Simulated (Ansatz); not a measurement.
AgAu$_{2}$ single point

Input file of Ansatz 0.2.0:

```yaml
crystal:
  lattice:
    - [5.036588, 0.0, 0.0]
    - [0.0, 5.036588, 0.0]
    - [0.0, 0.0, 5.036588]
  atoms:
    - { symbol: Ag, position: [0.0, 0.0, 0.0] }
    - { symbol: Ag, position: [0.5, 0.5, 0.5] }
    - { symbol: Au, position: [0.25, 0.25, 0.25] }
    - { symbol: Au, position: [0.25, 0.75, 0.75] }
    - { symbol: Au, position: [0.75, 0.75, 0.25] }
    - { symbol: Au, position: [0.75, 0.25, 0.75] }
  symmetry: { tolerance: 0.0003 }
kpoints:
  mp_grid: { grid: [7, 7, 7], shift: [0, 0, 0] }
  band_path:
    path:
      - [0.0, 0.0, 0.0]
      - [0.0, 0.5, 0.0]
      - [0.5, 0.5, 0.0]
      - [0.0, 0.0, 0.0]
      - [0.5, 0.5, 0.5]
      - [0.0, 0.5, 0.0]
      - [0.5, 0.5, 0.5]
      - [0.5, 0.5, 0.0]
    npoints: 8
magnetization:
  spin_polarized: false
scf:
  occupations: { method: fermi_dirac }
  lower_state_search: "off"
  max_iter: 200
hamiltonian:
  pseudopotentials: { kind: paw }
  xc: lda
basis:
  ecutwfc: 420
  fft_grid_basis: typed
output:
  forces: true
  stress: true
  eigenvalues: true
  bader: true
  populations: true
  elf: true
  write_potential: true
  volumetric_format: npy
  dos:
    e_range: [-12, 8]
    de: 0.05
    projected: { site_lists: { Ag: [Ag], Au: [Au] } }
checkpoint:
  read: saved_state
```

The saved state is an earlier solution for the same cell, perhaps on another mesh. 

Parts of the output:

```
SCF iter   1: F=—  Δρ=1.46e-3  dr2=2.99e-3
SCF iter   2: F=—  Δρ=1.61e-3  dr2=3.31e-3
SCF iter   3: F=—  Δρ=1.47e-4  dr2=1.45e-5
SCF iter   4: F=—  Δρ=4.92e-5  dr2=1.89e-6
SCF iter   5: F=-66360.6463 eV  Δρ=7.37e-6  dr2=4.14e-8
Free energy (F): -66360.6463 eV
Harris-Foulkes:  -66360.6463 eV  (|F-HF|=5.09e-9)
Internal energy: -66360.5757 eV  (E = F + TS)
E sigma→0 (E₀):  -66360.6110 eV
Entropy (-TS):   -0.0706 eV (-11.764 meV/atom)
Fermi energy:    14.0265 eV
--- Per-component energies (eV) ---
  E_band       = -1943.5476
  E_kinetic    = 3517.6652
  E_local      = -15891.8281  (includes V_loc(G=0)·N_el)
  E_nonlocal   = 501.9307
  E_hartree    = 6908.1487
  E_xc         = -1281.9650
  E_vxc        = -1579.3568  (∫ρ·V_xc dr)
  E_paw        = -45242.5646  (= ΣΔE_a)
  E_vpaw       = -2308.2551  (= ΣTr[D̂ρ^β])
  E_aug_tail   = 0.0056  (compensation charges beyond the density's cutoff)
  E_ewald      = -14875.5087
  E_core_change = 3.5405  (= ΣΔE_core)
  E_smearing   = -0.0706  (= −TS)
--- Forces (eV/Å), atoms counted from 1 ---
  atom   1  Ag     0.0000     0.0000     0.0000
  atom   2  Ag     0.0000     0.0000     0.0000
  atom   3  Au     0.0000     0.0000     0.0000
  atom   4  Au     0.0000     0.0000     0.0000
  atom   5  Au     0.0000     0.0000     0.0000
  atom   6  Au     0.0000     0.0000     0.0000
--- Stress (GPa, compression-positive) ---
       46.9622       0.0000       0.0000
        0.0000      46.9622       0.0000
        0.0000       0.0000      46.9622
  P = ⅓ Tr σ = 46.9622 GPa (469.622 kbar)
--- Löwdin populations: 6 sites ---
  site symbol       q [e]
     0     Ag     18.7153
     1     Ag     18.7153
     2     Au     18.9608
     3     Au     18.9608
     4     Au     18.9608
     5     Au     18.9608
  spilling = 0.0064 (of n_electrons = 114.0000)
--- Bader charges: 6 sites ---
  site symbol  charge [e]  shift [e]
     0     Ag      0.1704     0.0034
     1     Ag      0.1704     0.0034
     2     Au     -0.0852     0.0017
     3     Au     -0.0852     0.0017
     4     Au     -0.0852     0.0017
     5     Au     -0.0852     0.0017
```

Origin: a known structure type with other elements, at an estimated volume, so it need not be a known compound. Caveats: atoms or cell far from equilibrium.
